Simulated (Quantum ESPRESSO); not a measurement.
Ti2Pt6, input and log of a self-consistent run

Simulated, not a measurement. The program is pw.x of Quantum ESPRESSO 7.5 (plane-wave density functional theory). The cell is made up: eight metal atoms on a hexagonal close-packed lattice, with elements, volume, strain and displacements drawn at random and not relaxed, so it may be unstable or far from any real phase. PseudoDojo standard norm-conserving files set the functional (PBE unless stated); there is no spin polarisation or spin-orbit coupling, the Fermi-Dirac width of 0.25 eV means electrons at about 2900 K, and the masses in the input are unused placeholders. Heavy elements are run without spin-orbit coupling, which real alloys of them have. A spin test at this wide smearing found no moment, but such smearing suppresses magnetism that the real alloy may have.

Input:

```
&control calculation='scf', pseudo_dir='./dojo.nc.sr.pbe.v0_5.standard.upf', outdir='./o', disk_io='minimal', tprnfor=.true., tstress=.true. /
&system ibrav=0, nat=8, ntyp=2, nbnd=84, ecutwfc=84.00895049, nosym=.true., tot_charge=0,
 occupations='smearing', smearing='fd', degauss=0.0183746611
/
&electrons conv_thr=1.470e-08, electron_maxstep=70, mixing_beta=0.5 /
ATOMIC_SPECIES
Pt 1.0 Pt.upf
Ti 1.0 Ti.upf
CELL_PARAMETERS angstrom
0.0408 -0.0179 -4.6105
0.0687 4.8843 0.0192
5.8128 0.0793 -0.0505
ATOMIC_POSITIONS angstrom
Ti -0.0497 0.1815 -0.0295
Pt 2.9588 0.1156 0.1381
Pt 1.5087 2.3334 -0.0576
Ti 4.3522 2.4678 -0.2193
Pt 0.0031 1.6961 -2.3323
Pt 2.8992 1.6724 -2.2754
Pt 1.5911 3.9177 -2.286
Pt 4.3617 3.9473 -2.2328
K_POINTS automatic
5 5 4 1 1 1
```

The log is shortened where brackets say so; the opening notice, blank lines, dates and the lines on written files are dropped, and the path of the files is cut. It prints rydbergs, bohrs and kilobars, and counts compression as positive stress. Its total energy is the free energy E - TS of the whole cell.

```
     Program PWSCF v.7.5
     Parallel version (MPI & OpenMP), running on       4 processor cores
     Number of MPI processes:                 4
     Threads/MPI process:                     1
     [start-up lines left out]
     bravais-lattice index     =            0
     lattice parameter (alat)  =       8.7130  a.u.
     unit-cell volume          =     883.0973 (a.u.)^3
     number of atoms/cell      =            8
     number of atomic types    =            2
     number of electrons       =       132.00
     number of Kohn-Sham states=           84
     kinetic-energy cutoff     =      84.0090  Ry
     charge density cutoff     =     336.0358  Ry
     scf convergence threshold =      1.5E-08
     mixing beta               =       0.5000
     number of iterations used =            8  plain     mixing
     Exchange-correlation= PBE
                           (   1   4   3   4   0   0   0)
     [axes and pseudopotential details left out]
   Cartesian axes
     site n.     atom                  positions (alat units)
         1        Ti     tau(   1) = (  -0.0107792   0.0393648  -0.0063981  )
         2        Pt     tau(   2) = (   0.6417226   0.0250720   0.0299520  )
         3        Pt     tau(   3) = (   0.3272160   0.5060820  -0.0124926  )
         4        Ti     tau(   4) = (   0.9439316   0.5352315  -0.0475631  )
         5        Pt     tau(   5) = (   0.0006723   0.3678605  -0.5058434  )
         6        Pt     tau(   6) = (   0.6287961   0.3627203  -0.4935026  )
         7        Pt     tau(   7) = (   0.3450875   0.8496946  -0.4958016  )
         8        Pt     tau(   8) = (   0.9459921   0.8561145  -0.4842633  )
     number of k points=    50  Fermi-Dirac smearing, width (Ry)=  0.0184
                       cart. coord. in units 2pi/alat
        k(    1) = (   0.0970110   0.0934254  -0.0995089), wk =   0.0400000
        k(    2) = (   0.2953646   0.0906285  -0.0977427), wk =   0.0400000
     [further k points left out]
     Dense  grid:    91865 G-vectors     FFT dimensions: (  54,  54,  72)
     Estimated max dynamical RAM per process >     368.94 MB
     Estimated total dynamical RAM >       1.38 GB
     Initial potential from superposition of free atoms
     starting charge     131.9959, renormalised to     132.0000
     Starting wfcs are   80 randomized atomic wfcs +    4 random wfcs
     total cpu time spent up to now is        6.2 secs
     per-process dynamical memory:   296.9 Mb
     Self-consistent Calculation
     iteration #  1     ecut=    84.01 Ry     beta= 0.50
     Davidson diagonalization with overlap
     ethr =  1.00E-02,  avg # of iterations =  3.0
     total cpu time spent up to now is       25.0 secs
     total energy              =   -1801.41720331 Ry
     estimated scf accuracy    <       5.66282185 Ry
     iteration #  2     ecut=    84.01 Ry     beta= 0.50
     Davidson diagonalization with overlap
     ethr =  4.29E-03,  avg # of iterations =  3.1
     total cpu time spent up to now is       44.2 secs
     total energy              =   -1804.23741486 Ry
     estimated scf accuracy    <      20.17750807 Ry
     iteration #  3     ecut=    84.01 Ry     beta= 0.50
     Davidson diagonalization with overlap
     ethr =  4.29E-03,  avg # of iterations =  2.9
     total cpu time spent up to now is       61.7 secs
     total energy              =   -1804.97356207 Ry
     estimated scf accuracy    <       3.96258171 Ry
     iteration #  4     ecut=    84.01 Ry     beta= 0.50
     Davidson diagonalization with overlap
     ethr =  3.00E-03,  avg # of iterations =  2.2
     total cpu time spent up to now is       77.0 secs
     total energy              =   -1804.79744721 Ry
     estimated scf accuracy    <       1.95894566 Ry
     iteration #  5     ecut=    84.01 Ry     beta= 0.50
     Davidson diagonalization with overlap
     ethr =  1.48E-03,  avg # of iterations =  2.9
     total cpu time spent up to now is       93.6 secs
     total energy              =   -1804.77312720 Ry
     estimated scf accuracy    <       0.30380039 Ry
     [iterations 6 to 14 left out]
     iteration # 15     ecut=    84.01 Ry     beta= 0.50
     Davidson diagonalization with overlap
     ethr =  7.48E-10,  avg # of iterations =  2.7
     total cpu time spent up to now is      249.8 secs
     total energy              =   -1804.85378093 Ry
     estimated scf accuracy    <       0.00000045 Ry
     iteration # 16     ecut=    84.01 Ry     beta= 0.50
     Davidson diagonalization with overlap
     ethr =  3.44E-10,  avg # of iterations =  2.0
     total cpu time spent up to now is      264.9 secs
     total energy              =   -1804.85378096 Ry
     estimated scf accuracy    <       0.00000017 Ry
     iteration # 17     ecut=    84.01 Ry     beta= 0.50
     Davidson diagonalization with overlap
     ethr =  1.32E-10,  avg # of iterations =  2.0
     total cpu time spent up to now is      280.3 secs
     total energy              =   -1804.85378097 Ry
     estimated scf accuracy    <       0.00000025 Ry
     iteration # 18     ecut=    84.01 Ry     beta= 0.50
     Davidson diagonalization with overlap
     ethr =  1.32E-10,  avg # of iterations =  1.1
     total cpu time spent up to now is      294.3 secs
     total energy              =   -1804.85378100 Ry
     estimated scf accuracy    <       0.00000004 Ry
     iteration # 19     ecut=    84.01 Ry     beta= 0.50
     Davidson diagonalization with overlap
     ethr =  2.98E-11,  avg # of iterations =  1.5
     total cpu time spent up to now is      309.0 secs
     End of self-consistent calculation
     [lines on levels left out]
!    total energy              =   -1804.85378100 Ry
     estimated scf accuracy    <          5.2E-09 Ry
     smearing contrib. (-TS)   =      -0.11293693 Ry
     internal energy E=F+TS    =   -1804.74084407 Ry
     The total energy is F=E-TS. E is the sum of the following terms:
     one-electron contribution =    -486.25296895 Ry
     hartree contribution      =     315.44391139 Ry
     xc contribution           =    -320.09327743 Ry
     ewald contribution        =   -1313.83850908 Ry
     convergence has been achieved in  19 iterations
     Forces acting on atoms (cartesian axes, Ry/au):
     atom    1 type  2   force =     0.03847859   -0.06189990    0.00508860
     atom    2 type  1   force =     0.02592322   -0.03959820   -0.03787639
     atom    3 type  1   force =    -0.04793942    0.04430944    0.02611786
     atom    4 type  2   force =    -0.03265169    0.01419117    0.05653044
     atom    5 type  1   force =     0.01115405   -0.06409570   -0.01190782
     atom    6 type  1   force =     0.01635394   -0.07252212   -0.00936304
     atom    7 type  1   force =    -0.03631941    0.08523511   -0.00922253
     atom    8 type  1   force =     0.02500072    0.09438020   -0.01936712
     Total force =     0.216762     Total SCF correction =     0.000343
     Computing stress (Cartesian axis) and pressure
          total   stress  (Ry/bohr**3)                   (kbar)     P=      -25.29
  -0.00039545  -0.00027636   0.00006607          -58.17      -40.65        9.72
  -0.00027636   0.00022559  -0.00010037          -40.65       33.19      -14.77
   0.00006607  -0.00010037  -0.00034590            9.72      -14.77      -50.88
     init_run     :      5.90s CPU      6.14s WALL (       1 calls)
     electrons    :    296.63s CPU    302.77s WALL (       1 calls)
     forces       :      3.17s CPU      3.18s WALL (       1 calls)
     stress       :     11.24s CPU     11.24s WALL (       1 calls)
     [timing details left out]
     PWSCF        :   5m17.01s CPU   5m23.47s WALL
     JOB DONE.
```

In other units: free energy -24556.287 eV for the cell, pressure -2.53 GPa, largest force component 2.427 eV/Å in size. The run took 325 s of wall time with four MPI processes on a shared machine (Intel Xeon, 2023 or later, virtual cores), so the time is rough. A rerun of this cell at a higher cutoff and on a denser mesh moved values by no more than 0.012 eV in energy, 0.17 GPa in stress and 0.010 eV/Å in force, and a second program with other atomic files agreed on that cell to 2 % rms in force and 0.5 GPa in pressure.